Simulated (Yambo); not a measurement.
Absorption of Cs$_{2}$SiF$_{6}$ (space group Fm-3m, No. 225) with and without the electron-hole interaction (Yambo, PBEsol bands; 4×4×4 mesh, 17 valence and 13 conduction bands, static screening with 93 bands and a 3 Ry block, scissor 3.78 eV, Tamm-Dancoff; field along x).

```csv
E (eV),"Im ε, BSE","Im ε, independent quasiparticles"
8.53,0.07,0.01
8.63,0.07,0.01
8.73,0.08,0.01
8.83,0.09,0.01
8.93,0.11,0.01
9.03,0.13,0.01
9.13,0.15,0.01
9.23,0.18,0.01
9.33,0.23,0.01
9.43,0.30,0.02
9.53,0.40,0.02
9.63,0.57,0.02
9.73,0.88,0.02
9.83,1.50,0.02
9.93,2.83,0.02
10.03,4.76,0.02
10.13,4.13,0.02
10.23,2.26,0.02
10.33,1.29,0.03
10.43,0.87,0.03
10.53,0.69,0.03
10.63,0.64,0.03
10.73,0.70,0.03
10.83,0.97,0.04
10.93,1.42,0.04
11.03,1.31,0.05
11.13,0.96,0.05
11.23,0.84,0.06
11.33,0.96,0.08
11.43,1.44,0.10
11.54,2.15,0.15
11.64,2.17,0.21
11.74,1.70,0.21
11.84,1.35,0.21
11.94,1.05,0.21
12.04,0.77,0.25
12.14,0.66,0.38
12.24,0.68,0.57
12.34,0.78,0.65
12.44,0.91,0.64
12.54,0.96,0.57
12.64,0.90,0.57
12.74,0.96,0.53
12.84,1.11,0.48
12.94,1.22,0.55
13.04,1.30,0.62
13.14,1.26,0.68
13.24,1.18,0.78
13.34,1.15,0.83
13.44,1.17,0.96
13.54,1.27,1.24
13.64,1.28,1.67
13.74,1.29,2.01
13.84,1.33,1.87
13.94,1.25,1.63
14.04,1.17,1.52
14.14,1.13,1.55
14.24,1.11,1.59
14.34,1.09,1.49
14.44,1.11,1.45
14.54,1.14,1.60
14.64,1.06,1.75
14.74,1.02,1.75
14.85,0.93,1.57
14.95,0.89,1.44
15.05,0.93,1.43
15.15,0.97,1.37
15.25,1.01,1.31
15.35,0.96,1.37
```

The scissor comes from a G0W0 run whose convergence isn't established. Broadening 0.15 eV. The band window holds all transitions up to 15.4 eV. Fine structure above the onset can come from the mesh.

Geometry of the Materials Project entry, not relaxed at this level; primitive cell a = 6.242 Å, b = 6.242 Å, c = 6.242 Å, α = 60.00°, β = 60.00°, γ = 60.00°.
